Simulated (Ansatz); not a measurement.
Data:

AlNi:
```cif
data_AlNi
_chemical_formula_sum 'Ni1 Al1'
_space_group_name_H-M_alt 'Pm-3m'
_space_group_IT_number 221
_space_group_name_Hall '-P 4 2 3'
_cell_length_a 2.86353
_cell_length_b 2.86353
_cell_length_c 2.86353
_cell_angle_alpha 90.000
_cell_angle_beta 90.000
_cell_angle_gamma 90.000
loop_
_atom_site_label
_atom_site_type_symbol
_atom_site_symmetry_multiplicity
_atom_site_Wyckoff_symbol
_atom_site_fract_x
_atom_site_fract_y
_atom_site_fract_z
_atom_site_occupancy
Ni1 Ni 1 a 0.00000 0.00000 0.00000 1
Al1 Al 1 b 0.50000 0.50000 0.50000 1
```

This is the r²SCAN-relaxed structure.

**Question.** All from r²SCAN (plane waves, PAW; program Ansatz), unless another level is named. Predict the density of states at the Fermi level.

**Answer.** 0.40 states/eV per atom (mean over ±0.08 eV).

**Question.** And the formation energy from the elements (no fitted shifts)?

**Answer.** -0.68 eV/atom.

The cell was relaxed with r²SCAN under the symmetry of its start. The workflow began spin-polarised and lost its moments. The references are the lowest solids computed at this level, not always the standard phases.

Potentials: the earlier of the program's two PAW sets.
